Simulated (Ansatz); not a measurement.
SiO2:
```
SiO2
1.0
    4.15498     0.00000     0.00000
    0.00000     4.15498     0.00000
    0.00000     0.00000     2.66136
Si O
2 4
Cartesian
  2.07749   2.07749   1.33068
  0.00000   0.00000   0.00000
  2.88534   2.88534   0.00000
  1.26964   1.26964   0.00000
  3.34713   0.80785   1.33068
  0.80785   3.34713   1.33068
```

Relaxed with LDA.

Task: Decompose the optical modes at the zone centre into irreducible representations, and say which are infrared and Raman allowed.

Result: Point group 4/mmm: Γ_opt = A1g + A2g + A2u + B1g + 2B1u + B2g + Eg + 3Eu. Infrared: A2u, Eu. Raman: A1g, B1g, B2g, Eg.

Task: Assign frequencies (DFPT, DFT-LDA in the program Ansatz with PAW potentials; without the LO–TO term).

Result: B1g 218, B1u 384, Eu 466, Eg 584, Eu 586, A2g 589, A2u 658, A1g 753, B1u 758, Eu 823, B2g 947 cm⁻¹.

Subscripts of B labels follow the axes of the standard setting.

Space group P4_2/mnm (rutile). This is a known high-pressure phase of the composition, computed here at zero pressure and temperature. Symmetry was held in the LDA relaxation; phonons on a q-mesh show no instability.

Potentials: the earlier of the program's two PAW sets.
